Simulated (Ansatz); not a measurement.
LaN:
```
LaN
1.0
    0.00000     2.80651     2.80651
    2.80651     0.00000     2.80651
    2.80651     2.80651     0.00000
N La
1 1
Direct
  0.25000   0.25000   0.25000
  0.00000   0.00000   0.00000
```

Relaxed with PBE. Special points in fractions of this cell's reciprocal vectors: Γ (0.000, 0.000, 0.000); X (0.500, 0.000, 0.500); U (0.625, 0.250, 0.625); K (0.375, 0.375, 0.750); L (0.500, 0.500, 0.500); W (0.500, 0.250, 0.750).

### Question
List the band energies nearest the valence-band maximum at these points for the program Ansatz at the PBE level (PAW).

### Answer
In eV from the valence-band maximum; about four levels below and three above (degenerate sets whole), none deeper than 8.9 eV; points with the same levels are listed once.

| k | below | above |
|---|---|---|
| Γ | -1.93 -1.93 -1.93 | 1.17 3.76 3.76 3.76 |
| X | -2.50 0.00 0.00 | 2.25 3.29 3.87 |
| U | -1.89 -0.44 -0.29 | 2.11 3.45 3.77 |
| L | -1.35 -1.35 -0.61 | 2.55 3.63 3.68 3.68 |
| W | -1.31 -1.17 -0.23 | 2.36 3.31 3.82 |

Space group F-43m (zinc blende). The start of the workflow was typed in or built on a structure type; neither database checked (COD, Materials Project) lists it. COD files the formula under space group No. 225, so this cell is another polymorph or a model. Its standing as an ambient phase is unchecked. The PBE relaxation kept the symmetry of its start; its stability against distortions is not shown here. Spin–orbit coupling is left out wherever it is not named.

Potentials: the earlier of the program's two PAW sets.
